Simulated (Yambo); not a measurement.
A BSE run in Yambo for AlClO (space group Pmmn, No. 59) (PBEsol bands; 8×6×4 mesh, 9 valence and 5 conduction bands, static screening with 49 bands and a 3 Ry block, scissor 2.66 eV, Tamm-Dancoff; field along x) gives:

```json
[
 {"state": "1", "energy (eV)": "7.87", "states within 2 meV": "1", "relative strength": "< 0.01", "class": "dark"},
 {"state": "2", "energy (eV)": "7.89", "states within 2 meV": "1", "relative strength": "1.00", "class": "strong"},
 {"state": "3", "energy (eV)": "7.89", "states within 2 meV": "1", "relative strength": "< 0.01", "class": "dark"},
 {"state": "4", "energy (eV)": "7.95", "states within 2 meV": "1", "relative strength": "0.01", "class": "weak"},
 {"state": "5", "energy (eV)": "7.99", "states within 2 meV": "1", "relative strength": "< 0.01", "class": "dark"}
]
```

Axes are Cartesian, with cell vectors (Å) (3.15, 0.00, 0.00), (0.00, 3.63, 0.00), (0.00, 0.00, 7.85).

### Question
What changes when the light is polarised along y instead?

### Answer
The energies stay; the strengths change. The first strong state is now at 7.99 eV instead of 7.89 eV.
| state | energy (eV) | states within 2 meV | relative strength | class |
|---|---|---|---|---|
| 1 | 7.87 | 1 | < 0.01 | dark |
| 2 | 7.89 | 1 | < 0.01 | dark |
| 3 | 7.89 | 1 | < 0.01 | dark |
| 4 | 7.95 | 1 | < 0.01 | dark |
| 5 | 7.99 | 1 | 1.00 | strong |
Each run's strengths are scaled to its own strongest state. These are vertical excitations (zero momentum). The scissor comes from a G0W0 run whose convergence isn't established.

Geometry relaxed with PBE+D3(BJ); primitive cell a = 3.1473 Å, b = 3.6333 Å, c = 7.8451 Å, α = β = γ = 90.00°.
